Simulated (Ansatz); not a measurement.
The relaxed structure here is a generated cell of Bi2Te3: the first start was made by placing the elements on the sites of a structure type, and the end was not matched to a known phase here, so it may be hypothetical. Known forms of Bi2Te3 include space group No. 166.

A structure of Bi₂Te₃ relaxed with PBEsol (plane waves to 420 eV, PAW, scalar-relativistic; Ansatz, a quantum-chemistry and plane-wave program); single points at other levels follow on the same geometry (Ansatz, PAW; HSE06 at 420 eV on a 6×6×2 k-mesh; no spin-orbit coupling). Space group P-3m1 (No. 164).

```
Bi2Te3
1.0
    4.35255     0.00000     0.00000
   -2.17628     3.76942     0.00000
    0.00000     0.00000    10.57216
Bi Te
2 3
Direct
  0.33333   0.66667   0.19175
  0.66667   0.33333   0.80825
  0.00000   0.00000   0.00000
  0.33333   0.66667   0.64473
  0.66667   0.33333   0.35527
```

```csv
level,gap (eV),kind,conduction minimum
PBEsol,0.47,direct,Γ
HSE06,___,–,___
```

Question: Complete the blanks.

Answer: 
- HSE06, gap (eV): 0.93
- HSE06, conduction minimum: Γ

No spin polarisation in the result.

The run could not lose the symmetry of its start, so the end can be a saddle point.
